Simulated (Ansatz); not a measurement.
BN:
```
BN
1.0
    4.42046     0.00000     0.00000
    0.00000     4.42046     0.00000
    0.00000     0.00000     4.42046
B N
6 6
Direct
  0.25000   0.00000   0.50000
  0.50000   0.25000   0.00000
  0.50000   0.75000   0.00000
  0.75000   0.00000   0.50000
  0.00000   0.50000   0.75000
  0.00000   0.50000   0.25000
  0.25000   0.50000   0.00000
  0.00000   0.25000   0.50000
  0.00000   0.75000   0.50000
  0.75000   0.50000   0.00000
  0.50000   0.00000   0.75000
  0.50000   0.00000   0.25000
```

Relaxed with r²SCAN. Special points in fractions of this cell's reciprocal vectors: Γ (0.000, 0.000, 0.000); X (0.000, 0.500, 0.000); M (0.500, 0.500, 0.000); R (0.500, 0.500, 0.500).

List the band energies nearest the valence-band maximum at these points for DFT-r²SCAN in the program Ansatz with PAW potentials.

In eV from the valence-band maximum; about four levels below and three above (degenerate sets whole), none deeper than 8.9 eV; points with the same levels are listed once.

```json
[
 {"k": "Γ", "below": "-3.28 -3.28 -3.28 0.00 0.00 0.00", "above": "6.33 6.55 6.97 6.97 6.97"},
 {"k": "X", "below": "-1.68 -1.68 -0.60 -0.60", "above": "4.86 4.86 8.34 8.34"},
 {"k": "M", "below": "-2.29 -2.29 -1.61 -0.70", "above": "6.86 6.86 7.72 7.72"},
 {"k": "R", "below": "-3.25 -3.25 -3.25 -3.25", "above": "8.85 8.85 8.85 8.85 8.85 8.85"}
]
```

Space group Pm-3n. The start of the workflow was typed in or built on a structure type; neither database checked (COD, Materials Project) lists it. It is not the phase usual at ambient conditions (space group No. 186, 194, 216). The r²SCAN relaxation kept the symmetry of its start; whether a distortion lowers the energy is not shown.

Potentials: the later of the program's two PAW sets.
